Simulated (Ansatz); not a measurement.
# What settings do to one calculation: rocksalt alloy of MgO and CaO (7 of 27 Mg sites exchanged), 54 atoms with displaced atoms

Ansatz (PAW, plane waves), atoms fixed. The base input:

```yaml
crystal:
  lattice:
    - [0.000000, 6.529054, 6.529054]
    - [6.529054, 0.000000, 6.529054]
    - [6.529054, 6.529054, 0.000000]
  atoms:
    - { symbol: O, position: [0.485475, 0.181290, 0.165957] }
    - { symbol: O, position: [0.165105, 0.502707, 0.494492] }
    - { symbol: O, position: [0.510401, 0.826917, 0.168055] }
    - { symbol: O, position: [0.513043, 0.153776, 0.826625] }
    - { symbol: O, position: [0.828879, 0.511153, 0.496313] }
    - { symbol: O, position: [0.492457, 0.854107, 0.848945] }
    - { symbol: O, position: [0.188241, 0.484581, 0.159972] }
    - { symbol: O, position: [0.477699, 0.167818, 0.524975] }
    - { symbol: O, position: [0.865077, 0.503473, 0.170295] }
    - { symbol: O, position: [0.165720, 0.479108, 0.855437] }
    - { symbol: O, position: [0.501214, 0.822561, 0.516579] }
    - { symbol: O, position: [0.815656, 0.508759, 0.819713] }
    - { symbol: O, position: [0.173954, 0.154622, 0.503808] }
    - { symbol: O, position: [0.491467, 0.483252, 0.172006] }
    - { symbol: O, position: [0.832204, 0.164959, 0.498234] }
    - { symbol: O, position: [0.155795, 0.853424, 0.488542] }
    - { symbol: O, position: [0.524714, 0.512173, 0.804354] }
    - { symbol: O, position: [0.853337, 0.845303, 0.490421] }
    - { symbol: O, position: [0.144864, 0.180350, 0.192515] }
    - { symbol: O, position: [0.859048, 0.147704, 0.156509] }
    - { symbol: O, position: [0.160035, 0.834105, 0.187184] }
    - { symbol: O, position: [0.159048, 0.153325, 0.841788] }
    - { symbol: O, position: [0.521277, 0.515007, 0.491066] }
    - { symbol: O, position: [0.819939, 0.853095, 0.151828] }
    - { symbol: O, position: [0.833915, 0.154943, 0.829997] }
    - { symbol: O, position: [0.165175, 0.830885, 0.826538] }
    - { symbol: O, position: [0.848843, 0.814579, 0.831743] }
    - { symbol: Mg, position: [0.010021, 0.022622, 0.969212] }
    - { symbol: Mg, position: [0.980470, 0.683422, 0.989356] }
    - { symbol: Mg, position: [0.005361, 0.970401, 0.670143] }
    - { symbol: Mg, position: [0.312741, 0.335176, 0.343365] }
    - { symbol: Mg, position: [0.658740, 0.669567, 0.999389] }
    - { symbol: Mg, position: [0.987276, 0.685056, 0.670713] }
    - { symbol: Mg, position: [0.658109, 0.667802, 0.689880] }
    - { symbol: Mg, position: [0.022526, 0.998524, 0.316886] }
    - { symbol: Mg, position: [0.317825, 0.363711, 0.995186] }
    - { symbol: Mg, position: [0.666727, 0.989896, 0.321566] }
    - { symbol: Mg, position: [0.362008, 0.330407, 0.650769] }
    - { symbol: Mg, position: [0.661941, 0.659970, 0.350342] }
    - { symbol: Mg, position: [0.002167, 0.333914, 0.996361] }
    - { symbol: Mg, position: [0.343768, 0.984611, 0.351710] }
    - { symbol: Mg, position: [0.004514, 0.330194, 0.661852] }
    - { symbol: Mg, position: [0.319830, 0.674049, 0.346666] }
    - { symbol: Mg, position: [0.660308, 0.325269, 0.665602] }
    - { symbol: Mg, position: [0.347214, 0.643722, 0.000822] }
    - { symbol: Mg, position: [0.354619, 0.002263, 0.650970] }
    - { symbol: Mg, position: [0.672355, 0.326449, 0.338630] }
    - { symbol: Ca, position: [0.663055, 0.977148, 0.025953] }
    - { symbol: Ca, position: [0.665066, 0.998034, 0.664786] }
    - { symbol: Ca, position: [0.998270, 0.678182, 0.341773] }
    - { symbol: Ca, position: [0.671804, 0.321456, 0.993869] }
    - { symbol: Ca, position: [0.318206, 0.007994, 0.001202] }
    - { symbol: Ca, position: [0.985585, 0.324544, 0.349225] }
    - { symbol: Ca, position: [0.324777, 0.664812, 0.678385] }
  symmetry: { detect: false }
kpoints:
  mp_grid: { grid: [1, 1, 1], shift: [0.25, 0.25, 0.25] }
hamiltonian:
  xc: pbesol
scf:
  occupations: { method: fermi_dirac, width: 0.01 }
output:
  forces: true
  eigenvalues: true
  stress: true
  populations: true
  eigenstates: { kpoints: [[0.25, 0.25, 0.25]], e_range: [-6.0, 6.0], localisation: true }
```

Command:

```sh
ansatz run in.yaml --threads 7 --pin off --max-ram 13300MiB --runs-dir r --events-out ev --progress --plain
```

It converged in 8 iterations and 13 s of wall time on 7 threads of a Neoverse-V2 processor, on a host shared with other runs; peak host memory 1.5 GiB; largest force component 6.04 eV/Å, pressure 11.40 GPa. The cutoff was the default, 420 eV. The base isn't a converged reference: it has few k points, and its atoms are unrelaxed. Each run below changes the keys shown and caps the iterations.

| run | changed | ending | iterations | free energy less the base (meV per atom) | rms change of forces (eV/Å) | change of pressure (GPa) | wall time (s, shared host) |
| --- | --- | --- | --- | --- | --- | --- | --- |
| 1 | width 0.5 eV, max_iter 90 | converged | 8 | -2.2 | 0.031 | 0.25 | 5.2 CPU |
| 2 | xc_grid 2 (2 is the default), max_iter 80 | converged | 8 | 0.0 | 0.000 | 0.00 | 4.1 CPU |
| 3 | dr2_threshold 1e-09, max_iter 100 | converged | 9 | 0.0 | 0.000 | 0.00 | 4.4 CPU |
| 4 | n_extra_bands 60, dr2_threshold 1e-12, occupations gaussian, max_iter 70 | converged | 12 | 0.0 | 0.000 | 0.00 | 5.9 CPU |
| 5 | xc_grid 2 (2 is the default), max_iter 80, k points a 2×2×2 mesh shifted by half a step | converged | 8 | -12.7 | 0.043 | -0.08 | 12 CPU |
| 6 | ecutrho_ratio 6, max_iter 50 | converged | 8 | 0.0 | 0.000 | 0.00 | 4.3 CPU |

Problem. Which changes leave the result alone, and which of the same physical model moves the forces most?

Solution. The forces move by under 0.002 eV/Å in runs 2, 3, 4, 6. Run 5 (xc_grid 2 (2 is the default), max_iter 80, k points a 2×2×2 mesh shifted by half a step) moves them most among the runs with the same functional, charge and dispersion term, by 0.043 eV/Å.
